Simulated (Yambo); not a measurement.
G0W0@PBEsol for ZnS (zinc blende, space group F-43m, No. 216) in Yambo. Reference settings: 4×4×4 Γ-centred k mesh, bands 5 to 151 and a 14 Ry block in the screening, 151 bands in G with the Bruneval-Gonze terminator, plasmon pole fitted at 27.2 eV. The PBEsol gap Γ → Γ on this mesh is 2.09 eV; G0W0 gaps are taken between the same points.

The settings were changed. The gap went from 3.43 eV to 3.44 eV, and the shift of the valence edge from -1.10 eV to -0.96 eV.

### Question
What was changed between the two runs?
A) 82 bands in W, 82 bands in G, 8 Ry block
B) 32 bands in W, 32 bands in G, 5 Ry block
C) 2×2×2 mesh
D) 32 bands in W, 32 bands in G, 2 Ry block

### Answer
A, 82 bands in W, 82 bands in G, 8 Ry block. The others gave (gap, valence shift): 2×2×2 mesh: 3.30, -0.94 eV; 32 bands in W, 32 bands in G, 2 Ry block: 3.48, -0.63 eV; 32 bands in W, 32 bands in G, 5 Ry block: 3.55, -0.71 eV.

Geometry relaxed with PBEsol; primitive cell a = b = c = 3.7870 Å, α = β = γ = 60.00°.

A shift is the quasiparticle energy of the state minus its PBEsol energy.
